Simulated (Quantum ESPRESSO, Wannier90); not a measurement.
# Wannier functions of BN (zinc blende)

Structure: Materials Project mp-1639, symmetrised, not relaxed again. COD (Crystallography Open Database) has the formula in 3 space groups, this one among them (matched by group alone). Computed values, not measurements, from LDA: Quantum ESPRESSO (norm-conserving PseudoDojo potentials, cutoff 68 Ry, no spin polarisation, no spin-orbit coupling) on a Γ-centred 12×12×12 mesh, then Wannier90. Density: 14×14×14 mesh, cold smearing 0.01 Ry.

```
begin unit_cell_cart
ang
    0.0000000000    1.8130000000    1.8130000000
    1.8130000000    0.0000000000    1.8130000000
    1.8130000000    1.8130000000    0.0000000000
end unit_cell_cart
mp_grid = 12 12 12
```

Neighbour vectors b of the finite-difference formula (Å⁻¹), by shell:

| shell | b_x | b_y | b_z |
|---|---|---|---|
| 1 | 0.14440 | 0.14440 | -0.14440 |
| 1 | 0.14440 | -0.14440 | 0.14440 |
| 1 | -0.14440 | 0.14440 | 0.14440 |
| 1 | 0.14440 | 0.14440 | 0.14440 |
| 1 | -0.14440 | -0.14440 | 0.14440 |
| 1 | -0.14440 | 0.14440 | -0.14440 |
| 1 | 0.14440 | -0.14440 | -0.14440 |
| 1 | -0.14440 | -0.14440 | -0.14440 |

### Question
Find the weights w_b from the completeness condition Σ_b w_b b_α b_β = δ_αβ.

### Answer
Shell 1: Σ b_x² = 0.167, Σ b_y² = 0.167, Σ b_z² = 0.167 Å⁻²
Each of the three diagonal sums, weighted, has to give 1 and the off-diagonal ones 0, which holds for w_1 = 5.99 Å². Check on xx: 5.99×0.167 = 1.00.

On this mesh the 4 functions of bands 1-4 (valence bands; start: s functions at the bond centres, conv_tol = 1.0e-6) end with spreads 0.7238, 0.7238, 0.7238, 0.7238 Å², Ω_I = 2.5137 Å² and Ω_D = 0.0010 Å².

Ω_total is the sum of the spreads, 2.895 Å². Ω_OD = Ω_total − Ω_I − Ω_D = 0.380 Å². Only (Ω_D + Ω_OD)/Ω_total = 13.2 % depends on the gauge, and another start could lower the total by that share at most. The rms radius is √(Ω_total/4) = 0.85 Å.
